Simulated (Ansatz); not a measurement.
Ta2InC:
```cif
data_C2In2Ta4
_chemical_formula_sum 'Ta4 In2 C2'
_space_group_name_H-M_alt 'P63/mmc'
_space_group_IT_number 194
_space_group_name_Hall '-P 6c 2c'
_cell_length_a 3.15175
_cell_length_b 3.15175
_cell_length_c 14.43742
_cell_angle_alpha 90.000
_cell_angle_beta 90.000
_cell_angle_gamma 120.000
loop_
_atom_site_label
_atom_site_type_symbol
_atom_site_symmetry_multiplicity
_atom_site_Wyckoff_symbol
_atom_site_fract_x
_atom_site_fract_y
_atom_site_fract_z
_atom_site_occupancy
Ta1 Ta 4 f 0.33333 0.66667 0.08312 1
In1 In 2 d 0.66667 0.33333 0.25000 1
C1 C 2 a 0.00000 0.00000 0.00000 1
```

Relaxed with r²SCAN.

### Question
Which orbitals make up the states near the Fermi level in the program Ansatz at the r²SCAN level (PAW)?

### Answer
Within 0.5 eV of the Fermi level: Ta 5d 81 %, In 5p 9 %. Projections are on Löwdin-orthogonalised atomic valence shells; empty p or d shells of many metals are not among them.

### Question
Tabulate the density of states.

### Answer
States/eV per cell of 8 atoms, in 0.25 eV bins, energy from the Fermi level.

| E (eV) | total | Ta 5d | C 2p | In 5p |
|---|---|---|---|---|
| -7.85 | 1.38 | 0.33 | 0.24 | 0.31 |
| -7.60 | 2.26 | 0.66 | 0.63 | 0.33 |
| -7.35 | 2.74 | 0.88 | 0.94 | 0.26 |
| -7.10 | 2.45 | 0.81 | 0.88 | 0.21 |
| -6.85 | 3.00 | 1.00 | 1.12 | 0.25 |
| -6.60 | 3.31 | 1.09 | 1.27 | 0.27 |
| -6.35 | 2.42 | 0.78 | 0.82 | 0.28 |
| -6.10 | 3.20 | 1.11 | 1.09 | 0.34 |
| -5.85 | 3.86 | 1.41 | 1.36 | 0.35 |
| -5.60 | 4.30 | 1.57 | 1.71 | 0.28 |
| -5.35 | 3.95 | 1.50 | 1.60 | 0.20 |
| -5.10 | 6.42 | 2.51 | 3.18 | 0.19 |
| -4.85 | 8.16 | 3.14 | 3.97 | 0.38 |
| -4.60 | 8.83 | 3.55 | 4.18 | 0.34 |
| -4.35 | 0.83 | 0.25 | 0.10 | 0.11 |
| -4.10 | 0.51 | 0.17 | 0.03 | 0.11 |
| -3.85 | 0.67 | 0.25 | 0.04 | 0.24 |
| -3.60 | 2.24 | 1.28 | 0.11 | 0.58 |
| -3.35 | 5.40 | 2.97 | 0.33 | 1.56 |
| -3.10 | 6.03 | 3.47 | 0.36 | 1.65 |
| -2.85 | 5.00 | 2.99 | 0.24 | 1.32 |
| -2.60 | 6.02 | 3.74 | 0.22 | 1.54 |
| -2.35 | 5.39 | 3.10 | 0.28 | 1.48 |
| -2.10 | 3.82 | 2.45 | 0.20 | 0.85 |
| -1.85 | 3.54 | 2.37 | 0.15 | 0.74 |
| -1.60 | 2.12 | 1.59 | 0.06 | 0.28 |
| -1.35 | 2.93 | 2.40 | 0.04 | 0.23 |
| -1.10 | 2.77 | 2.35 | 0.04 | 0.19 |
| -0.85 | 2.25 | 1.91 | 0.05 | 0.19 |
| -0.60 | 1.79 | 1.42 | 0.07 | 0.21 |
| -0.35 | 2.55 | 2.05 | 0.11 | 0.27 |
| -0.10 | 3.57 | 3.04 | 0.13 | 0.26 |
| 0.15 | 2.78 | 2.27 | 0.14 | 0.22 |
| 0.40 | 3.29 | 2.54 | 0.20 | 0.26 |
| 0.65 | 3.71 | 2.85 | 0.23 | 0.30 |
| 0.90 | 4.82 | 3.76 | 0.27 | 0.36 |
| 1.15 | 6.09 | 4.92 | 0.30 | 0.39 |
| 1.40 | 4.46 | 3.54 | 0.23 | 0.29 |
| 1.65 | 4.19 | 3.29 | 0.23 | 0.25 |
| 1.90 | 4.85 | 3.58 | 0.32 | 0.32 |
| 2.15 | 4.05 | 2.72 | 0.31 | 0.46 |
| 2.40 | 4.43 | 3.06 | 0.45 | 0.43 |
| 2.65 | 6.70 | 5.28 | 0.56 | 0.42 |
| 2.90 | 5.08 | 3.88 | 0.32 | 0.43 |
| 3.15 | 6.92 | 5.12 | 0.49 | 0.65 |
| 3.40 | 6.42 | 4.10 | 0.57 | 0.75 |
| 3.65 | 4.89 | 2.90 | 0.40 | 0.65 |
| 3.90 | 4.88 | 2.80 | 0.36 | 0.69 |
| 4.15 | 4.86 | 2.81 | 0.32 | 0.61 |
| 4.40 | 4.31 | 2.31 | 0.30 | 0.44 |
| 4.65 | 3.87 | 1.99 | 0.31 | 0.35 |

Space group P6_3/mmc. The first step of the workflow began from a Materials Project structure, measured or hypothetical; the Crystallography Open Database copy checked does not list it. Whether it is the stable phase at ambient conditions was not checked. The r²SCAN relaxation kept the symmetry of its start; whether a distortion lowers the energy is not shown. No spin polarisation was allowed. Scalar-relativistic: spin–orbit coupling is off unless named, which matters more the heavier the elements.

Potentials: the later of the program's two PAW sets.
